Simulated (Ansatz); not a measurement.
Input and output for Ni: DFT, r2SCAN, all-electron PAW with datasets made for the crystal, scalar-relativistic (Ansatz 0.2.0).

The cell comes from a relaxation on PAW files under the same functional, begun from a database entry that needn't be the ground state.

Command: `ansatz run input.yaml --threads 4 --pin off --max-ram 10240MiB --backend cpu --events-out ev --progress --plain --runs-dir out` It took 22 s on 4 threads of Arm Neoverse V2 (shared host), peak memory 1 GiB.

```yaml
crystal:
  lattice:
    - [0.0, 1.7391569095, 1.7391569095]
    - [1.7391569095, 0.0, 1.7391569095]
    - [1.7391569095, 1.7391569095, 0.0]
  atoms:
    - { symbol: Ni, position: [0.0, 0.0, 0.0], spin: 1.0 }
magnetization:
  spin_polarized: true
kpoints:
  mp_grid: { grid: [25, 25, 25] }
scf:
  occupations: { method: fermi_dirac, width: 0.05 }
hamiltonian:
  xc: r2scan
  pseudopotentials: { kind: all_electron, datasets: crystal }
output:
  forces: true
  stress: true
  eigenvalues: true
```

Output:

```
hamiltonian.pseudopotentials.datasets: crystal makes datasets for this crystal and solves the spheres of its atoms anew in each pass: cutoff 340.0 eV, the density's 2380.0 eV; for an error of 0.50 meV an atom under PBE, 0.5 meV for the cell; an energy difference from a run of another recipe may be off by several times the error for the cell, under r2SCAN by more, where some 0.1 meV an atom stays at smaller errors; Ni in spheres of 1.228 Å, 18 of its electrons in bands
Engine: ansatz 0.2.0
Pseudopotentials: kind: all_electron
Pseudopotential: Ni, paw, valence charge 18, recommended cutoff 340 eV (normal), crystal/all_electron/r2scan/scalar/gaussian/Ni, Koelling and Harmon's equation, gaussian nucleus
Functional definition: r2SCAN
  parameter k0 = 0.174
  parameter k1 = 0.065
  parameter a1 = 4.9479
  exchange = r2scan_x(k0 = k0, k1 = k1, a1 = a1)
  correlation = r2scan_c
a search for the magnetic state begins, with frozen cores and fixed partial waves. It gives no result and prints no iterations
the search for the magnetic state of this step took 14 SCF iterations with frozen cores. It stayed in its first state, in which the spheres begin
Crystal: 1 atoms, lattice volume = 10.521 Å³
Basis set: ecut = 340 eV, 169 PW (Γ), exchange–correlation on 60×60×60 points (27 copies of the dense FFT grid, shifted against one another)
Bands: 14, of which v1, the nominal top of the filled ones, is band 9 counted from 1 (8 counted from 0)
Symmetry: 48 space group operations
Space group: Fm-3m (ITA 225), of the structure as read, at distance tolerance 2.2e-5 Å
Magnetic group: BNS 225.116 (UNI 1618), of the structure as read, at distance tolerance 2.2e-5 Å
k-points: 455 of 15625
Non-local potential: Ni, projectors of the file, l = 0: 3, l = 1: 2, l = 2: 2
PAW form: soft (Blöchl's): semilocal exchange-correlation on the pseudo side does not see the compensation charge
PAW one-centre angular grid: Ni, 590 points (default); XC on its mesh's 1895 points in the sphere
Initial density: read from a saved state, or passed on in memory by an earlier SCF of this step, an earlier step, the calling program or the single point that the run made first
Starting moments: Σ|m| = 1 μB on 1 of 1 site; this step starts from the density that it was given
Initial wavefunctions: pseudopotential atomic-orbital guess
Functional: x = r2scan, c = r2scan; τ floored in thin density (d = 2e-4 eV/Å³)
iter 1 solved again at ethr=8.42e-5 eV; its pass at ethr=1.00e-1 eV (dr2=1.52e-2 eV) is discarded
SCF iter   1: F=—  HF=-41389.707729 eV  |F-HF|=—  |Δ(HF+E_count)|=         —  Δρ=1.73e-2 (↑1.73e-2 ↓9.88e-3)  dr2=1.84e-2  dr2_τ=8.91e-4  dr2_m=1.46e-3  M=0.739 μB ∫|m|=0.915 μB  β_m=1.20  ethr=8.42e-5  ⟨swp⟩=3.4  Hψ=73833  notcnv=0
preconditioner: auto → none  [metal: Δε(μ)=0.009 eV  Ē_g=18.263 eV  σ=0.050 eV  W_gap=0.05  n_scr=0 (ndim 8)  ℏωp=36.2 eV  f_vac=0.000  D(μ)=1.21/eV (n_scr^D=14)]
SCF iter   2: F=—  HF=-41389.691141 eV  |F-HF|=—  |Δ(HF+E_count)|=   1.66e-2  Δρ=1.50e-2 (↑1.19e-2 ↓1.50e-2)  dr2=3.11e-2  dr2_τ=1.16e-5  dr2_m=2.91e-4  M=0.749 μB ∫|m|=0.926 μB  β_m=1.20  ethr=8.42e-5  ⟨swp⟩=3.0  Hψ=28095  notcnv=0  κ⁻¹=1.0e0(r=1)
SCF iter   3: F=—  HF=-41389.685819 eV  |F-HF|=—  |Δ(HF+E_count)|=   5.32e-3  Δρ=7.58e-3 (↑7.58e-3 ↓6.02e-3)  dr2=5.07e-3  dr2_τ=2.39e-6  dr2_m=1.36e-4  M=0.745 μB ∫|m|=0.919 μB  β_m=1.20  ethr=8.42e-5  ⟨swp⟩=2.0  Hψ=21770  notcnv=0  defer=1  κ⁻¹=2.8e-1(r=2)
iter 4 solved again at ethr=4.60e-7 eV; its pass at ethr=2.82e-5 eV (dr2=8.28e-5 eV) is discarded
SCF iter   4: F=—  HF=-41389.690351 eV  |F-HF|=—  |Δ(HF+E_count)|=   4.53e-3  Δρ=1.34e-3 (↑1.29e-3 ↓1.34e-3)  dr2=7.03e-5  dr2_τ=3.62e-6  dr2_m=9.07e-5  M=0.746 μB ∫|m|=0.916 μB  β_m=1.20  ethr=4.60e-7  ⟨swp⟩=2.4  Hψ=54168  notcnv=0  κ⁻¹=2.8e-1(r=2)
eigensolver tolerance schedule: the retry pair's looser diagonalisation over-reported the residual by 0.18 of it (diagonalisation noise at 0.18 of the residual, at the tolerance the schedule requests for it); recorded, not acted on — ethr = c·dr2/N_el stays at c = 1.0e-1
SCF iter   5: F=—  HF=-41389.691079 eV  |F-HF|=—  |Δ(HF+E_count)|=   7.28e-4  Δρ=7.04e-4 (↑7.04e-4 ↓6.31e-4)  dr2=6.54e-5  dr2_τ=3.06e-7  dr2_m=9.57e-6  M=0.746 μB ∫|m|=0.916 μB  β_m=1.20  ethr=3.91e-7  ⟨swp⟩=3.0  Hψ=24906  notcnv=0  κ⁻¹=1.1e-2(r=3)
SCF iter   6: F=—  HF=-41389.691628 eV  |F-HF|=—  |Δ(HF+E_count)|=   5.49e-4  Δρ=2.04e-4 (↑1.50e-4 ↓2.04e-4)  dr2=2.99e-6  dr2_τ=3.05e-8  dr2_m=1.85e-6  M=0.745 μB ∫|m|=0.914 μB  β_m=1.20  ethr=3.63e-7  ⟨swp⟩=2.9  Hψ=30407  notcnv=0  κ⁻¹=1.1e-2(r=3)
SCF iter   7: F=—  HF=-41389.691646 eV  |F-HF|=—  |Δ(HF+E_count)|=   1.80e-5  Δρ=1.18e-4 (↑7.06e-5 ↓1.18e-4)  dr2=2.19e-6  dr2_τ=1.11e-9  dr2_m=1.14e-7  M=0.745 μB ∫|m|=0.913 μB  β_m=1.20  ethr=1.66e-8  ⟨swp⟩=3.0  Hψ=26616  notcnv=0  κ⁻¹=3.3e-5(r=4)
SCF iter   8: F=—  HF=-41389.691649 eV  |F-HF|=—  |Δ(HF+E_count)|=   3.64e-6  Δρ=3.57e-5 (↑3.57e-5 ↓2.97e-5)  dr2=8.67e-8  dr2_τ=4.04e-10  dr2_m=4.73e-8  M=0.745 μB ∫|m|=0.913 μB  β_m=1.20  ethr=1.22e-8  ⟨swp⟩=3.0  Hψ=23184  notcnv=0  κ⁻¹=2.1e-5(r=5)
SCF iter   9: F=—  HF=-41389.691651 eV  |F-HF|=—  |Δ(HF+E_count)|=   2.02e-6  Δρ=1.21e-5 (↑4.40e-6 ↓1.21e-5)  dr2=7.03e-9  dr2_τ=3.41e-11  dr2_m=4.98e-9  M=0.745 μB ∫|m|=0.913 μB  β_m=1.20  ethr=4.82e-10  ⟨swp⟩=3.0  Hψ=28416  notcnv=0  κ⁻¹=1.3e-6(r=6)
SCF iter  10: F=—  HF=-41389.691653 eV  |F-HF|=—  |Δ(HF+E_count)|=   2.15e-6  Δρ=1.25e-5 (↑1.16e-5 ↓1.25e-5)  dr2=1.44e-9  dr2_τ=1.32e-9  dr2_m=1.10e-8  M=0.745 μB ∫|m|=0.913 μB  β_m=1.20  ethr=3.91e-11  ⟨swp⟩=3.1  Hψ=29471  notcnv=0  κ⁻¹=1.3e-6(r=6)
SCF iter  11: F=—  HF=-41389.691654 eV  |F-HF|=—  |Δ(HF+E_count)|=   1.64e-7  Δρ=5.62e-6 (↑5.62e-6 ↓3.51e-6)  dr2=7.00e-10  dr2_τ=2.65e-12  dr2_m=5.26e-10  M=0.745 μB ∫|m|=0.913 μB  β_m=1.20  ethr=7.99e-12  ⟨swp⟩=3.0  Hψ=29804  notcnv=0  κ⁻¹=1.5e-7(r=7)
SCF iter  12: F=-41389.691654 eV  HF=-41389.691654 eV  |F-HF|=6.14e-9  |Δ(HF+E_count)|=   3.34e-8  Δρ=3.84e-6 (↑3.84e-6 ↓2.61e-6)  dr2=9.57e-10  dr2_τ=1.49e-12  dr2_m=5.51e-10  M=0.745 μB ∫|m|=0.913 μB  ethr=3.89e-12  ⟨swp⟩=3.0  Hψ=28433  notcnv=0
48 of the run's printed levels, from 40.10 eV on, may lie off, as they stand: their residual norms reach 1.7 eV (residual_norms_ev in the JSON report holds each one's)
SCF 1 converged in 12 iterations: F = -41389.691654 eV  dr2 = 9.57e-10
  Residual-converged pass: ⟨swp⟩=1.0  Hψ=12743  notcnv=0  max |occ|·‖R‖ = 3.3e-6 eV (tolerance 3.7e-6 eV)  dr2=9.57e-10  dr2_τ=1.49e-12  dr2_m=5.51e-10  dr2_onsite=6.66e-9  max |Δocc| = 6.7e-13
  greatest PAW one-centre occupation: 1.011 electrons in one spin orbital (limit 2), on the Ni atom at site 0 (counted from 0), in its partial waves of l = 1
this state was not tested for a lower state beside it, because the mixer in use, unlike msr1, does not test its closes by its own steps (another_mixer; see scf.mixing.algorithm and scf.lower_state_search)
SCF converged after 12 iterations
Magnetization: 0.7447 μB (9.3723 up, 8.6277 down)
Absolute magnetization: 0.9128 μB (∫|ρ↑−ρ↓|)
Spin contamination: -0.0526 ħ² per cell (⟨S²⟩ above its minimum at these occupations)
Per-site moments (μB) at R_I (Å): [(0.8125424122235029, 1.0145599565102832)]
Free energy (F): -41389.691654 eV
Harris-Foulkes:  -41389.691654 eV  (|F-HF|=6.14e-9)
Internal energy: -41389.681830 eV  (E = F + TS)
E sigma→0 (E₀):  -41389.686742 eV
Entropy (-TS):   -0.009823 eV (-9.823 meV/atom)
Past the cutoff: the bands carry plane waves up to 2.50 times it, of which those up to 1.5 times it add -0.001097 eV an atom, each by itself; the spheres take 0.001077 eV an atom off the energy for waves past 2.50 times it
Past the cutoffs: a stress includes 0.0090 GPa for waves and charges beyond them, in addition to the slope of what the spheres take
In the spheres:  the bands' charges fall short by 1.9e-6 e at most (sound up to 1e-3)
Fermi energy:    19.039435 eV
--- Per-component energies (eV) ---
  E_band       = -295.789009
  E_kinetic    = 133.475139
  E_local      = -1730.591456  (includes V_loc(G=0)·N_el)
  E_nonlocal   = -911.471807
  E_hartree    = 937.308942
  E_xc         = -38.305032
  E_vxc        = -56.206437  (∫ρ·V_xc dr)
  E_paw        = -42662.741114  (= ΣΔE_a)
  E_vpaw       = -5567.032266  (= ΣTr[D̂ρ^β])
  E_vtau       = 3.921777  (kinetic-family band-sum trace: ∫τ·v_τ [+ j·A + Jᵃ·Aᵃ] dr)
  E_ewald      = -3074.852783
  E_smearing   = -0.009823  (= −TS)
  E_closure    = 5957.496280  (closes the sum)
  Σ components = -41389.691654   (vs F -41389.691654, Δ=0.00e0)
  The terms above E_closure are by the made datasets' own strengths, without shells solved beside the bands.
--- Forces (eV/Å), atoms counted from 1 ---
  atom   1  Ni     0.00000000     0.00000000    -0.00000000
  max |Σ_I F_I| component: 3.70e-32 eV/Å
--- Stress (GPa, compression-positive) ---
       -0.014802       0.000000       0.000000
        0.000000      -0.014802       0.000000
        0.000000       0.000000      -0.014802
  P = ⅓ Tr σ = -0.0148 GPa (-0.148 kbar)
--- Band table (eV; the first three rows and the last of 910) ---
  k-point 0 ↑: bands = ["-88.8496", "-47.5971", "-47.5971", "-47.5971", "9.2468", "15.9245", "15.9245", "15.9245", "17.3101", "17.3101", "43.5468"]
  k-point 1 ↑: bands = ["-88.8490", "-47.6011", "-47.5977", "-47.5977", "9.3136", "15.9073", "15.9396", "15.9396", "17.3034", "17.3034", "43.3673"]
  k-point 2 ↑: bands = ["-88.8472", "-47.6126", "-47.5993", "-47.5993", "9.5124", "15.8583", "15.9824", "15.9824", "17.2858", "17.2858", "42.5695"]
  k-point 454 ↓: bands = ["-87.4216", "-46.4249", "-46.4141", "-46.3433", "15.0936", "16.2437", "16.4256", "17.9719", "19.6196", "26.6374", "27.5672"]
```

The magnetic state is the one reached from the start moments; other orders weren't searched.
